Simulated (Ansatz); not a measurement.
Crystals of one structure type (zinc blende) and one family of elements, relaxed and computed with PBE (plane waves, PAW; program Ansatz); HSE06 gaps on those cells.

| crystal | gap (eV) | HSE06 gap (eV) |
|---|---|---|
| GaAs | 0.16 | 1.02 |
| InP | 0.44 | 1.20 |
| BAs | 1.20 | 1.84 |
| BP | 1.25 | ? |
| AlAs | 1.50 | 2.13 |
| AlP | 1.63 | 2.31 |
| BN | 4.46 | 5.78 |

**Question.** Fit a straight line to E_g(HSE06) against E_g and predict the withheld value.

**Answer.** Least squares on the 6 shown rows: E_g(HSE06) = 1.130 × E_g + (0.612), with a scatter of 0.16. For BP this gives 2.02. The run itself gave 1.97, within the scatter.

All cells were relaxed under the symmetry of their starts (and spin orders); stability against distortions was not tested throughout. Scalar-relativistic: spin–orbit coupling is off unless named, which matters more the heavier the elements.

Potentials: the later of the program's two PAW sets.
